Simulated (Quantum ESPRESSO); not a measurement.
PbBiBrO₂ has the tetragonal space group I4mm (No. 107), Pearson symbol tI10. Lattice parameters: a = b = 3.983 Å, c = 12.874 Å, α = β = γ = 90.00°. O on 4b sees 2 Bi at 2.276 Å and 2 Pb at 2.409 Å (tetrahedral). Br on 2a is coordinated by 4 Bi at 3.413 Å and 4 Pb at 3.484 Å (cubic). Pb on 2a has 4 O at 2.409 Å and 4 Br at 3.484 Å. Bi on 2a is surrounded by 4 O at 2.276 Å and 4 Br at 3.413 Å. (Neighbours: up to the widest gap in distance over summed covalent radii, below 1.35, at either atom; cation-cation contacts left out.)
(The calculation used a cell of 5 atoms; values per cell refer to that cell.)

Cell and atoms were relaxed with PBE+D3(BJ) from Materials Project entry mp-1227444, within its symmetry.

What does PBEsol (pw.x of Quantum ESPRESSO, ONCV potentials, no spin-orbit coupling) give for the electronic structure near the Fermi level?

The PBEsol gap is 1.64 eV; at least one edge lies off the plotted path, at a point of the SCF mesh. The smallest direct gap is 1.91 eV. Spin-orbit coupling is left out; with 6p states at a band edge it can lower the gap by many tenths of an eV, most of a small gap.

The structure is a Materials Project entry; no match was found in the copy of COD used, and its stability was not checked.
